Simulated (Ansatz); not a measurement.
Si₃N₄:
```
CELL_PARAMETERS angstrom
      0.00000     3.86507     3.86507
      3.86507     0.00000     3.86507
      3.86507     3.86507     0.00000
ATOMIC_POSITIONS crystal
  Si 0.62500 0.62500 0.62500
  Si 0.12500 0.62500 0.62500
  Si 0.62500 0.12500 0.62500
  Si 0.62500 0.62500 0.12500
  Si 0.25000 0.25000 0.25000
  Si 0.00000 0.00000 0.00000
  N  0.86757 0.86757 0.86757
  N  0.39729 0.86757 0.86757
  N  0.86757 0.39729 0.86757
  N  0.86757 0.86757 0.39729
  N  0.38243 0.38243 0.38243
  N  0.85271 0.38243 0.38243
  N  0.38243 0.85271 0.38243
  N  0.38243 0.38243 0.85271
```

Tensor components refer to the Cartesian frame of this cell.

Question: Give the high-frequency dielectric tensor and the Born effective charge tensors of the independent atoms from DFPT, r²SCAN in the plane-wave PAW code Ansatz.

Answer: 
ε∞:
```
4.90  0.00  0.00
0.00  4.90  0.00
0.00  0.00  4.90
```
Z* of atom 1 (Si), rows: field, columns: displacement, in e:
```
3.68  0.16  0.16
0.16  3.68  0.16
0.16  0.16  3.68
```
Z* of atom 5 (Si), rows: field, columns: displacement, in e:
```
3.58  0.00  0.00
0.00  3.58  0.00
0.00  0.00  3.58
```
Z* of atom 7 (N), rows: field, columns: displacement, in e:
```
-2.73  -0.22  -0.22
-0.22  -2.73  -0.22
-0.22  -0.22  -2.73
```

Static charges for comparison (Bader): Si1 +3.21, Si5 +3.15, N7 -2.39 e. Born charges measure polarisation by displacement and can exceed these by far.

Space group Fd-3m. The cell was relaxed with r²SCAN under the symmetry of its start.

Potentials: the later of the program's two PAW sets.
